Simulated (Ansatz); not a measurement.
In DFT-r²SCAN in the program Ansatz with PAW potentials, Be in the hcp (Mg type) structure (P6_3/mmc) relaxes to a = 2.261 Å, c = 3.568 Å. Be has 12 nearest neighbours from 2.21 Å (anticuboctahedral).

Electronic character: metallic (no gap).

The r²SCAN relaxation kept the symmetry of its start. Axis ratios of metals converge slowly with the k-mesh, so a and c are less sure than the volume.

Potentials: the earlier of the program's two PAW sets.
